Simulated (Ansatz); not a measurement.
TcRu:
```cif
data_RuTc
_chemical_formula_sum 'Tc1 Ru1'
_space_group_name_H-M_alt 'P 1'
_space_group_IT_number 1
_cell_length_a 2.72101
_cell_length_b 2.72101
_cell_length_c 4.30844
_cell_angle_alpha 90.000
_cell_angle_beta 90.000
_cell_angle_gamma 120.000
loop_
_space_group_symop_operation_xyz
  'x, y, z'
loop_
_atom_site_label
_atom_site_type_symbol
_atom_site_fract_x
_atom_site_fract_y
_atom_site_fract_z
_atom_site_occupancy
Tc1 Tc 0.00000 0.00000 0.00000 1
Ru1 Ru 0.33333 0.66667 0.50000 1
```

Relaxed with r²SCAN.

Q: Which orbitals make up the states near the Fermi level in the program Ansatz at the r²SCAN level (PAW)?

A: Within 0.5 eV of the Fermi level: Tc 4d 50 %, Ru 4d 41 %. Projections are on Löwdin-orthogonalised atomic valence shells; empty p or d shells of many metals are not among them.

Q: Tabulate the density of states.

A: States/eV per cell of 2 atoms, in 0.25 eV bins, energy from the Fermi level.

```csv
E (eV),total,Ru 4d,Tc 4d,Ru 5s
-7.85,0.04,0.00,0.00,0.02
-7.60,0.07,0.00,0.00,0.03
-7.35,0.10,0.00,0.00,0.05
-7.10,0.13,0.00,0.00,0.06
-6.85,0.15,0.00,0.00,0.07
-6.60,0.19,0.01,0.00,0.08
-6.35,0.28,0.03,0.03,0.10
-6.10,1.07,0.41,0.33,0.16
-5.85,2.11,0.86,0.71,0.26
-5.60,2.58,1.12,0.91,0.26
-5.35,3.13,1.44,1.17,0.23
-5.10,2.72,1.29,1.03,0.17
-4.85,2.17,1.06,0.81,0.12
-4.60,1.75,0.86,0.67,0.09
-4.35,2.62,1.35,1.01,0.11
-4.10,2.59,1.35,0.98,0.12
-3.85,2.07,1.09,0.83,0.06
-3.60,2.61,1.26,1.15,0.06
-3.35,2.62,1.25,1.13,0.08
-3.10,1.37,0.69,0.54,0.05
-2.85,1.75,1.00,0.64,0.04
-2.60,3.40,1.99,1.18,0.10
-2.35,2.61,1.43,1.00,0.08
-2.10,2.39,1.10,1.13,0.05
-1.85,3.63,1.80,1.61,0.07
-1.60,2.59,1.29,1.11,0.06
-1.35,2.83,1.41,1.21,0.06
-1.10,3.10,1.47,1.35,0.08
-0.85,2.31,1.02,1.05,0.06
-0.60,1.87,0.79,0.88,0.05
-0.35,1.66,0.68,0.81,0.04
-0.10,1.67,0.66,0.85,0.04
0.15,1.60,0.65,0.80,0.03
0.40,1.55,0.64,0.78,0.03
0.65,1.47,0.63,0.74,0.02
0.90,1.53,0.68,0.75,0.02
1.15,1.48,0.65,0.73,0.02
1.40,1.88,0.85,0.93,0.02
1.65,2.40,1.14,1.16,0.03
1.90,2.64,1.21,1.30,0.04
2.15,2.72,1.06,1.51,0.05
2.40,3.15,1.16,1.84,0.06
2.65,2.81,0.97,1.66,0.07
2.90,0.88,0.17,0.57,0.06
3.15,0.65,0.10,0.39,0.07
3.40,0.55,0.09,0.26,0.08
3.65,0.54,0.08,0.22,0.09
3.90,0.52,0.08,0.19,0.10
4.15,0.51,0.07,0.17,0.10
4.40,0.52,0.07,0.15,0.11
4.65,0.52,0.07,0.14,0.11
```

Space group P-6m2. The workflow started from a Materials Project entry (that database holds measured and hypothetical structures alike); the Crystallography Open Database copy checked does not list it. With Tc and Ru taken as one species the cell has the higher symmetry P6_3/mmc, so it may be an ordered model of a mixed-site phase. Its standing as an ambient phase is unchecked. The r²SCAN relaxation kept the symmetry of its start; whether a distortion lowers the energy is not shown. No spin polarisation was allowed. Spin–orbit coupling is left out wherever it is not named.

Potentials: the later of the program's two PAW sets.
